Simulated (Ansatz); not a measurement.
AlN (wurtzite)

```xyz
8
Lattice="6.2596 0.0000 0.0000 -1.5649 2.7105 0.0000 0.0000 0.0000 5.0173" Properties=species:S:1:pos:R:3 pbc="T T T"
Al     1.5649     0.9035     0.0169
Al     4.6947     0.9035     0.0169
Al     0.0000     1.8070     2.5256
Al     3.1298     1.8070     2.5256
N      1.5649     0.9035     3.1199
N      4.6947     0.9035     3.1199
N      0.0000     1.8070     0.6113
N      3.1298     1.8070     0.6113
```

A phonon eigenvector at M = (0.5, 0.0, 0.0) is frozen into this cell: atom i moves by Q times the vector below, so Q is the largest atomic displacement, in Å. The cell is held. (q is in reciprocal vectors of the primitive cell; the cell shown is doubled to hold the pattern.)

```json
[
 {"atom": "Al1", "x": "-0.217", "y": "-0.126", "z": "-0.153"},
 {"atom": "Al2", "x": "0.217", "y": "0.126", "z": "0.153"},
 {"atom": "Al3", "x": "0.217", "y": "0.126", "z": "-0.153"},
 {"atom": "Al4", "x": "-0.217", "y": "-0.126", "z": "0.153"},
 {"atom": "N5", "x": "0.859", "y": "0.496", "z": "0.124"},
 {"atom": "N6", "x": "-0.859", "y": "-0.496", "z": "-0.124"},
 {"atom": "N7", "x": "-0.859", "y": "-0.496", "z": "0.124"},
 {"atom": "N8", "x": "0.859", "y": "0.496", "z": "-0.124"}
]
```

Calculation: PBE (plane waves to 420 eV, PAW, scalar-relativistic; Ansatz, an electronic-structure program). k mesh 6×12×7 (Γ-centred), Fermi-Dirac smearing 0.05 eV. The energy includes the smearing's −TS. AlN was relaxed with its symmetry unable to fall. The PAW data are Ansatz's earlier set. The zero of ΔE is the undisplaced structure.

```tsv
Q (Å)	ΔE (meV/cell)
-0.180	withheld
-0.150	1399
-0.120	887
-0.090	495
-0.060	219
-0.030	55
0.000	0
0.030	55
0.060	219
0.090	495
0.120	887
0.150	1399
0.180	withheld
```

Q: Fit an even polynomial form (powers 2, 4) to the given rows and predict ΔE at Q = -0.180.

A: Least squares on the 11 given rows: ΔE = (60550)·Q² + (72380)·Q⁴, in meV/cell with Q in Å; root-mean-square residual 0.2 meV/cell. At -0.180 the fit gives 2038 meV/cell; the calculation gives 2039 meV/cell, so the extrapolation is off by -1 (-0.0 %). The quadratic term alone would give 1962 meV/cell.

(A displaced cell: forces are minus the slopes of the energy, force constants its curvatures, and phonons follow from these.)
